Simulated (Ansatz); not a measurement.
Relaxed NiSi2 (fluorite type, space group Fm-3m):

```
NiSi2
1.0
    0.00000     2.72225     2.72225
    2.72225     0.00000     2.72225
    2.72225     2.72225     0.00000
Ni Si
1 2
Direct
  0.00000   0.00000   0.00000
  0.25000   0.25000   0.25000
  0.75000   0.75000   0.75000
```

Scan: atom 3 (Si, nearest neighbour Ni at 2.358 Å; its periodic images, 3.8 Å or more away, move with it) is displaced along Cartesian [111], direction (0.577, 0.577, 0.577) in Cartesian axes, by s. The other atoms stay.

Method: PBE (plane waves to 420 eV, PAW, scalar-relativistic; Ansatz, an electronic-structure program). k mesh 12×12×12 (Γ-centred), Fermi-Dirac smearing 0.05 eV. The energy includes the smearing's −TS. With partly filled bands, energies and forces of such displacements shift with the k mesh and the smearing. NiSi2 is run without spin polarisation. NiSi2 was relaxed with its symmetry unable to fall. The zero of ΔE is the undisplaced structure. The last digit holds for this mesh only.

```csv
s (Å),ΔE (meV/cell)
-0.240,179.9
-0.192,118.4
-0.144,68.3
-0.096,31.1
-0.048,8.0
0.000,0.0
0.048,8.6
0.096,withheld
0.144,85.6
0.192,159.9
0.240,262.8
```

Fit a polynomial form (powers 2, 3, 4) to the given rows and predict ΔE at s = 0.096.

Least squares on the 10 given rows: ΔE = (3642)·s² + (2982)·s³ + (3498)·s⁴, in meV/cell with s in Å; root-mean-square residual 0.24 meV/cell. At 0.096 the fit gives 36.5 meV/cell; the calculation gives 36.2 meV/cell, so the interpolation is off by 0.3 (+0.8 %). The quadratic term alone would give 33.6 meV/cell.

(For displaced atoms, the force is minus the slope of the energy, and its curvature is a force constant, which sets phonon frequencies.)
